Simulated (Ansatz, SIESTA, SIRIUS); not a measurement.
## CdF2: 4 runs at one level of theory

```xyz
3
Lattice="0.0000 2.6940 2.6940 2.6940 0.0000 2.6940 2.6940 2.6940 0.0000" Properties=species:S:1:pos:R:3 pbc="T T T"
Cd    0.0000    0.0000    0.0000
F     4.0410    4.0410    4.0410
F     1.3470    1.3470    1.3470
```

Alike in all runs: task equation of state; functional PBEsol; k mesh 9 × 9 × 9; occupations fermi-dirac, width 0.05 eV; no spin polarisation; no spin-orbit coupling.

```json
{"program and potentials": "Ansatz, Ansatz PAW", "plane-wave cutoff (eV)": "420", "notes": "potentials made for PBE, which Ansatz adapts in part", "equilibrium volume (Å³/atom)": "13.01", "bulk modulus (GPa)": "107.9"}
{"program and potentials": "SIRIUS, all-electron FP-LAPW, apw+lo standard", "plane-wave cutoff (eV)": "-", "notes": "-", "equilibrium volume (Å³/atom)": "12.99", "bulk modulus (GPa)": "108.8"}
{"program and potentials": "SIESTA, files PseudoDojo sr-pbesol-0.4.1-standard, DZP (energy shift 0.003 Ry; two zetas on semicore shells)", "plane-wave cutoff (eV)": "-", "notes": "atomic basis; noisy fit", "equilibrium volume (Å³/atom)": "13.04", "bulk modulus (GPa)": "114.3"}
{"program and potentials": "Ansatz, all-electron LAPW, scalar-relativistic", "plane-wave cutoff (eV)": "-", "notes": "-", "equilibrium volume (Å³/atom)": "13.01", "bulk modulus (GPa)": "108.5"}
```

The equilibrium volume spans 12.99 (SIRIUS, all-electron FP-LAPW, apw+lo standard) to 13.04 Å³/atom (SIESTA, files PseudoDojo sr-pbesol-0.4.1-standard, DZP (energy shift 0.003 Ry; two zetas on semicore shells)), with all-electron results at 12.99 to 13.01. The bulk modulus spans 107.9 (Ansatz, Ansatz PAW) to 114.3 GPa (SIESTA, files PseudoDojo sr-pbesol-0.4.1-standard, DZP (energy shift 0.003 Ry; two zetas on semicore shells)), with all-electron results at 108.5 to 108.8. The bulk modulus of SIESTA, files PseudoDojo sr-pbesol-0.4.1-standard, DZP (energy shift 0.003 Ry; two zetas on semicore shells) lies far from the others; the cause wasn't traced. Rows in atomic bases carry the error of their basis and grid, which can be large.

The functional is the same throughout but for its coding, so the spread measures potentials, basis and numerics; runs on potential files found faulty are left out.
